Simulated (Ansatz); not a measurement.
ZnAu (CsCl type, space group No. 221), a = 3.149 Å, b = 3.149 Å, c = 3.149 Å, α = 90.00°, β = 90.00°, γ = 90.00°.

Relaxed with r²SCAN.

Task: Which orbitals make up the states near the Fermi level in r²SCAN in the plane-wave PAW code Ansatz?

Result: Within 0.5 eV of the Fermi level: Zn 4s 21 %, Au 6s 20 %, Au 5d 12 %, outside the projected shells 46 %. Projections are on Löwdin-orthogonalised atomic valence shells; empty p or d shells of many metals are not among them.

Task: Tabulate the density of states.

Result: States/eV per cell of 2 atoms, in 0.25 eV bins, energy from the Fermi level.

| E (eV) | total | Au 5d | Zn 3d | Zn 4s |
|---|---|---|---|---|
| -7.85 | 12.25 | 0.63 | 11.46 | 0.09 |
| -7.60 | 5.79 | 0.19 | 5.31 | 0.15 |
| -7.35 | 0.88 | 0.15 | 0.43 | 0.14 |
| -7.10 | 0.89 | 0.24 | 0.30 | 0.17 |
| -6.85 | 2.26 | 1.06 | 0.68 | 0.34 |
| -6.60 | 1.58 | 0.84 | 0.47 | 0.20 |
| -6.35 | 0.66 | 0.49 | 0.09 | 0.04 |
| -6.10 | 1.93 | 1.43 | 0.22 | 0.10 |
| -5.85 | 5.09 | 4.04 | 0.60 | 0.11 |
| -5.60 | 4.40 | 3.62 | 0.48 | 0.11 |
| -5.35 | 2.71 | 2.36 | 0.21 | 0.02 |
| -5.10 | 3.48 | 3.18 | 0.16 | 0.03 |
| -4.85 | 4.05 | 3.67 | 0.20 | 0.05 |
| -4.60 | 3.37 | 3.00 | 0.16 | 0.08 |
| -4.35 | 4.89 | 4.37 | 0.31 | 0.08 |
| -4.10 | 3.60 | 3.22 | 0.16 | 0.09 |
| -3.85 | 1.27 | 1.02 | 0.04 | 0.09 |
| -3.60 | 1.12 | 0.89 | 0.02 | 0.09 |
| -3.35 | 0.58 | 0.36 | 0.02 | 0.08 |
| -3.10 | 0.36 | 0.14 | 0.01 | 0.08 |
| -2.85 | 0.32 | 0.11 | 0.01 | 0.07 |
| -2.60 | 0.36 | 0.13 | 0.01 | 0.05 |
| -2.35 | 0.67 | 0.28 | 0.01 | 0.06 |
| -2.10 | 0.68 | 0.24 | 0.01 | 0.07 |
| -1.85 | 0.64 | 0.18 | 0.01 | 0.08 |
| -1.60 | 0.59 | 0.14 | 0.01 | 0.09 |
| -1.35 | 0.56 | 0.12 | 0.01 | 0.10 |
| -1.10 | 0.54 | 0.10 | 0.01 | 0.10 |
| -0.85 | 0.52 | 0.09 | 0.01 | 0.10 |
| -0.60 | 0.51 | 0.08 | 0.01 | 0.10 |
| -0.35 | 0.49 | 0.07 | 0.01 | 0.10 |
| -0.10 | 0.47 | 0.06 | 0.01 | 0.10 |
| 0.15 | 0.45 | 0.05 | 0.00 | 0.09 |
| 0.40 | 0.43 | 0.04 | 0.00 | 0.09 |
| 0.65 | 0.40 | 0.04 | 0.00 | 0.09 |
| 0.90 | 0.40 | 0.03 | 0.00 | 0.08 |
| 1.15 | 0.42 | 0.03 | 0.00 | 0.08 |
| 1.40 | 0.43 | 0.03 | 0.00 | 0.09 |
| 1.65 | 0.48 | 0.03 | 0.00 | 0.13 |
| 1.90 | 0.55 | 0.04 | 0.00 | 0.17 |
| 2.15 | 0.61 | 0.04 | 0.01 | 0.20 |
| 2.40 | 0.66 | 0.04 | 0.00 | 0.22 |
| 2.65 | 0.72 | 0.04 | 0.00 | 0.24 |
| 2.90 | 0.84 | 0.05 | 0.00 | 0.27 |
| 3.15 | 0.78 | 0.04 | 0.00 | 0.23 |
| 3.40 | 0.72 | 0.03 | 0.00 | 0.19 |
| 3.65 | 0.68 | 0.03 | 0.00 | 0.15 |
| 3.90 | 0.68 | 0.02 | 0.00 | 0.12 |
| 4.15 | 0.70 | 0.02 | 0.00 | 0.11 |
| 4.40 | 0.64 | 0.02 | 0.00 | 0.09 |
| 4.65 | 0.67 | 0.02 | 0.00 | 0.07 |

Space group Pm-3m (CsCl type). The r²SCAN relaxation kept the symmetry of its start. Spin–orbit coupling is left out wherever it is not named.

Potentials: the later of the program's two PAW sets.
